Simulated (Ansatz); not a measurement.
# Profile along the Si–Si line in TiSi2 (C49 type, space group Cmcm)

TiSi₂ (C49 type, space group Cmcm)

```cif
data_Si8Ti4
_chemical_formula_sum 'Si8 Ti4'
_space_group_name_H-M_alt 'Cmcm'
_space_group_IT_number 63
_space_group_name_Hall '-C 2c 2'
_cell_length_a 3.52661
_cell_length_b 13.51675
_cell_length_c 3.56518
_cell_angle_alpha 90.000
_cell_angle_beta 90.000
_cell_angle_gamma 90.000
loop_
_space_group_symop_operation_xyz
  'x, y, z'
  '-x, -y, -z'
  '-x, -y, z+1/2'
  'x, y, -z+1/2'
  'x, -y, -z'
  '-x, y, z'
  '-x, y, -z+1/2'
  'x, -y, z+1/2'
  'x+1/2, y+1/2, z'
  '-x+1/2, -y+1/2, -z'
  '-x+1/2, -y+1/2, z+1/2'
  'x+1/2, y+1/2, -z+1/2'
  'x+1/2, -y+1/2, -z'
  '-x+1/2, y+1/2, z'
  '-x+1/2, y+1/2, -z+1/2'
  'x+1/2, -y+1/2, z+1/2'
loop_
_atom_site_label
_atom_site_type_symbol
_atom_site_symmetry_multiplicity
_atom_site_Wyckoff_symbol
_atom_site_fract_x
_atom_site_fract_y
_atom_site_fract_z
_atom_site_occupancy
Si1 Si 4 c 0.00000 0.05833 0.75000 1
Si2 Si 4 c 0.00000 0.25029 0.25000 1
Ti1 Ti 4 c 0.00000 0.60320 0.25000 1
```
(The calculation used a cell of 6 atoms; values per cell refer to that cell.)

Fields along a shortest Si–Si line of a (010) plane (2.51 Å), from Si to Si, interpolated on the slice's grid (step about 0.1 Å). Calculation: r2SCAN (plane waves to 500 eV, PAW, scalar-relativistic; Ansatz, an electronic-structure program). k mesh 14×14×13. Inside the PAW spheres the values are not all-electron values, and peaks at nuclei hang on which shells count as valence. This is one of several known forms of TiSi2; the measured ambient cells at hand have space group No. 70. TiSi2 is run without spin polarisation. TiSi2 was relaxed with its symmetry unable to fall.

```csv
distance from Si (Å),valence electron density (e/Å³),electron localisation function
0.00,0.04,x
0.25,0.09,x
0.50,0.27,0.32
0.75,0.42,0.66
1.00,0.43,0.78
1.25,0.41,0.78
1.51,0.43,0.78
1.76,0.42,0.66
2.01,0.27,0.32
2.26,0.09,x
2.51,0.04,x
```

x: too close to a nucleus for the ELF to mean much.

Density on the Si–Si line (2.51 Å) at its midpoint: 0.41 e/Å³. ELF at that point: 0.78. ELF maximum in the middle third of the Si–Si line: 0.78, 1.1 Å from Si.
